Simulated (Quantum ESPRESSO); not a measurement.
# Planted mistakes on one cell of Al3MgO5F

Calculated results; nothing here was measured. They come from pw.x of Quantum ESPRESSO 7.5, a plane-wave density functional program, with PseudoDojo standard norm-conserving files (v0.5 for PBE, v0.4.1 for LDA and PBEsol). The cells are made up: elements, strain and atom displacements were drawn at random, and nothing was relaxed. There is no spin polarisation, spin-orbit coupling or dispersion term.

The cell has 10 sites of a corundum lattice. Sites 1 to 4 hold Al Mg Al Al; sites 5 to 10 hold O F O O O O. Cell vectors in Å: (2.317, 1.403, 4.358); (-2.437, 1.353, 4.440); (-0.104, -2.796, 4.412). Settings: PBE, cutoff 1143 eV, 6 x 6 x 6 k mesh shifted by half a step, Fermi-Dirac smearing of 0.025 eV.

The intended run has a self-consistency threshold of 1e-07 eV, a smearing term of 0.000 eV, a pressure of 12.24 GPa and 11 iterations. Each further run changes one thing: all lengths scaled by 0.9815; atoms of sites 6 and 7 exchanged; one electron removed; smearing 0.75 eV; threshold 0.6 eV. A coarse mesh keeps the shift, and a charged cell sits in a uniform background.

| run | change of free energy (eV) | smearing term -TS (eV) | change of P (GPa) | largest change of a force component (eV/Å) | iterations |
| --- | --- | --- | --- | --- | --- |
| A | 0.578 | 0.000 | 14.99 | 0.394 | 11 |
| B | -0.062 | -0.352 | 0.78 | 0.082 | 11 |
| C | -7.579 | -0.017 | -22.86 | 1.188 | 14 |
| D | 0.133 | 0.000 | 0.16 | 3.766 | 11 |
| E | 0.121 | 0.000 | -13.87 | 0.367 | 3 |

A rerun of the intended cell at 1437 eV and k mesh 8 x 8 x 8 moved values by no more than 0.004 eV in the cell's energy, 0.03 GPa in stress and 0.006 eV/Å in force.

Question: which change belongs to which run?

## Worked reading

Run E has the fewest iterations, as a run stopped early does. Run B has the largest smearing term, as wide smearing gives. Run A changes the volume by a factor of 0.9455; minus its pressure change over the logarithm of that factor, 267 GPa, is a rough bulk modulus with clamped atoms. Energies from files of another functional, or of a charged cell, have another zero and say nothing on stability; the pressure of a charged cell rests on the program's zero of potential too.

## Key

| run | change |
| --- | --- |
| A | all lengths scaled by 0.9815 |
| B | smearing 0.75 eV |
| C | one electron removed |
| D | atoms of sites 6 and 7 exchanged |
| E | threshold 0.6 eV |